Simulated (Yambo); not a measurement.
BSE-type run in Yambo on WO₃ (ReO3 type, space group Pm-3m, No. 221), at zero momentum. LDA wavefunctions on a 6×6×6 mesh, a = b = c = 3.7688 Å, α = β = γ = 90.00°.

Yambo input:
```
rim_cut
optics
bse
bss
dipoles
em1s
RandQpts= 1000000
RandGvec= 1 Ry
FFTGvecs= 40 Ry
Chimod= "HARTREE"
BSKmod= "SEX"
BSEmod= "resonant"
BSSmod= "hs"
BSENGexx= 15 Ry
BSENGBlk= 4 Ry
% KfnQP_E
 1.11 | 1.0 | 1.0 |
%
% BSEQptR
 1 | 1 |
%
% BSEBands
 8 | 19 |
%
% BEnRange
 0.0 | 9.2 | eV
%
% BDmRange
 0.15 | 0.15 | eV
%
BEnSteps= 184
% BLongDir
 1.0 | 0.0 | 0.0 |
%
BSHayTrs= -0.02
BSSNEig= 24
WRbsWF
% BndsRnXs
 2 | 36 |
%
NGsBlkXs= 4 Ry
% LongDrXs
 1.0 | 1.0 | 1.0 |
%
```

From the report:

The dimension is k points × valence × conduction bands = 216 × 9 × 3 = 5832.
```
   [SLEPC] Approach                          : Krylov-Schur
   [SLEPC] Number of requested eigenvalues   :  24
   [SLEPC] Number of eigenvalues        [NEV]:  24
    [K] Dimension                                    :   5832
    [K] Bands                                        :   8  19
    [K] Exchange res                                 : yes
    [K] Correlation res                              : yes
    [K] W interaction is bare                        : no
    [K] RL vectors exchange                          :   389
    [K] RL vectors correlation                       :   81
    [W] Matrix size                                  :   81
    [W] Bands                                        :    2   36
    [W] Coulomb Cutoff                               : none
    [W] Hxc Kernel                                   : HARTREE
```

Spin-orbit coupling is not included.

Geometry relaxed with LDA.

The structure is a Materials Project entry; no match was found in the copy of COD used, and its stability was not checked.
